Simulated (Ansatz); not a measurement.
**Stress against strain in Si2W**

```yaml
crystal:
  lattice:
    - [-1.60600, 1.60600, 3.94000]
    - [1.60600, -1.60600, 3.94000]
    - [1.60600, 1.60600, -3.94000]
  atoms:
    - { symbol: Si, position: [0.33300, 0.33300, 0.00000] }
    - { symbol: Si, position: [0.66700, 0.66700, 0.00000] }
    - { symbol: W, position: [0.00000, 0.00000, 0.00000] }
```

Atom numbers follow the list: Si1, Si2, W3.

Conventional cell: a = 3.212 Å, b = 3.212 Å, c = 7.880 Å, α = 90.00°, β = 90.00°, γ = 90.00°. Si (atom 1) is surrounded by 5 Si at 2.62 to 2.63 Å and 5 W at 2.62 Å. Around W (atom 3) lie 10 Si at 2.62 Å.

The geometry is COD entry 1010283, unchecked; take it as a test cell. It differs from other determinations.

No spin–orbit coupling, which matters for the heavy atoms here.

These are results of DFT, LDA, all-electron LAPW, scalar-relativistic in Ansatz 0.2.0, not measurements.

Numerical set-up: a Γ-centred 11×11×14 k mesh, Fermi–Dirac smearing of 0.05 eV, basis error target 1 meV/atom, no spin polarisation; this mesh doesn't keep the crystal's whole symmetry, which leaves small spurious terms.

The strain is applied along the Cartesian axes of the cell as listed (the other components stay zero). Fractional coordinates are held (clamped ions).

σ is the change of stress from the unstrained cell, which is at -7.28 GPa; tension is positive, so slopes are stress–strain coefficients at that pressure. In a metal the k mesh adds noise.

Only quantities that a quadratic follows smoothly over the whole series are listed; rougher ones are left out.

| εzz | σzz (GPa) | σxx (GPa) |
| --- | --- | --- |
| -0.0300 | -17.44 | -2.82 |
| -0.0200 | -11.09 | -1.83 |
| -0.0100 | -5.28 | -0.89 |
| 0.0000 | 0.00 | 0.00 |
| 0.0200 | 9.14 | 1.66 |
| 0.0300 | 13.10 | 2.43 |

(1) Fit the series and read off the stiffness at zero strain.

(2) One run, at εzz = 0.0100, is withheld. Predict its row.

Results:

(1) Least-squares fits y = p0 + p1 x + p2 x² to the rows give σzz (GPa): p1 = 508, p2 = -2400; σxx (GPa): p1 = 87.4, p2 = -220. So C33 = 508 GPa and C13 = 87 GPa, for these axes.

(2) The fits give 4.85, 0.86; the run gave 4.79, 0.85.
